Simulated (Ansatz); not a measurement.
# WS2 at a changed volume: 33S nuclear quadrupole resonance

Cell: a COD entry, relaxed with PBE at fixed cell and then changed (volume scaled by 1.06, ions relaxed).

Space group P6_3/mmc (No. 194); a = 3.2150, c = 12.5647 Å, γ = 120.00°.

```csv
site,Wyckoff,site symmetry,x,y,z
W,2c,-6m2,0.3333,0.6667,0.2500
S,4f,3m.,0.3333,0.6667,0.6260
```

One atom of each set is listed.

Level of theory: DFT, PBE, plane waves and PAW, scalar-relativistic, collinear spin, 420 eV cutoff, Γ-centred 16×16×4 k-points, Fermi–Dirac smearing 0.02 eV (Ansatz 0.2.0). Start moments as typed (μB): 2 on each W, none on the rest.

33S: I = 3/2, Q = -69.40 mb (year-2017 value). Static lattice, zero field.

Task: Predict the zero-field 33S lines of each site.

Result: For I = 3/2 there is one line, ν = (|C_Q|/2)(1 + η²/3)^½.

| site | atoms | V_zz (10²¹ V/m²) | C_Q (MHz) | η | line frequencies (MHz) |
| --- | --- | --- | --- | --- | --- |
| S | 4 | -4.93 | 8.27 | 0.00 | 4.13 |

An axis of threefold or higher order runs through S, so V_zz lies along it and η is zero.

Without spin–orbit coupling the gradients at and beside W can be off by some per cent, at some sites by more. The start moments die out, and the run ends without spin.
